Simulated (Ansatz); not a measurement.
Question: Each is relaxed and computed with PBEsol in the plane-wave PAW code Ansatz. Which alone has a direct gap?
A. SrSnS3, Pnma (Pearson symbol oP20)
B. SnS2, I-42d (Sn on 4a, S on 8d)
C. InCo3SnS2, R-3m (In on 3b, Co on 9e, Sn on 3a, S on 6c)
D. CaSnS3, R-3 (Ca on 6c, Sn on 6c, S on 18f)

Answer: B, SnS2, I-42d (Sn on 4a, S on 8d). SnS2: gap 1.74 eV (direct); SrSnS3: gap 0.66 eV (indirect); InCo3SnS2: gap 0.15 eV (indirect); CaSnS3: gap 1.72 eV (indirect). Not the usual ambient phase: SnS2, I-42d (Sn on 4a, S on 8d). Standing as an ambient phase not checked: SrSnS3, Pnma (Pearson symbol oP20); InCo3SnS2, R-3m (In on 3b, Co on 9e, Sn on 3a, S on 6c); CaSnS3, R-3 (Ca on 6c, Sn on 6c, S on 18f). All cells were relaxed under the symmetry of their starts (and spin orders); stability against distortions was not tested throughout. Rows with no word on spin ran without spin polarisation. Spin–orbit coupling is left out wherever it is not named.

Potentials: the later of the program's two PAW sets.
